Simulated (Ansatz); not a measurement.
LiNbO3:
```
LiNbO3
1.0
    2.56711     1.48212     4.60888
   -2.56711     1.48212     4.60888
    0.00000    -2.96425     4.60888
Li Nb O
2 2 6
Direct
  0.70674   0.70674   0.70674
  0.20674   0.20674   0.20674
  0.98909   0.98909   0.98909
  0.48909   0.48909   0.48909
  0.87834   0.26896   0.62749
  0.62749   0.87834   0.26896
  0.26896   0.62749   0.87834
  0.76896   0.37834   0.12749
  0.37834   0.12749   0.76896
  0.12749   0.76896   0.37834
```

x, y and z are the axes in which the lattice vectors are written.

**Question.** Give the proper piezoelectric stress tensor with relaxed ions from plane-wave PAW PBEsol (Ansatz code).

**Answer.** In C/m², rows x, y, z, Voigt columns; mesh uncertainty up to 0.01.
```
 0.00   0.00   0.00   0.00  -3.79   2.59
 2.59  -2.59   0.00  -3.79   0.00   0.00
-0.34  -0.34  -1.73   0.00   0.00   0.00
```

The elastic tensor of the same run (GPa):

```tsv
	1	2	3	4	5	6
1	198	59.9	68.5	9.6	0.0	0.0
2	59.9	198	68.5	-9.6	0.0	0.0
3	68.5	68.5	233	0.0	0.0	0.0
4	9.6	-9.6	0.0	58.1	0.0	0.0
5	0.0	0.0	0.0	0.0	58.1	9.6
6	0.0	0.0	0.0	0.0	9.6	69.0
```

**Question.** Convert to strain constants d = e·S.

**Answer.** In pC/N:
```
  0.0    0.0    0.0    0.0  -73.0   47.7
 23.9  -23.9    0.0  -73.0    0.0    0.0
  0.8    0.8   -7.9    0.0    0.0    0.0
```

Space group R3c. Symmetry was held in the PBEsol relaxation. No spin polarisation was allowed.

Potentials: the earlier of the program's two PAW sets.
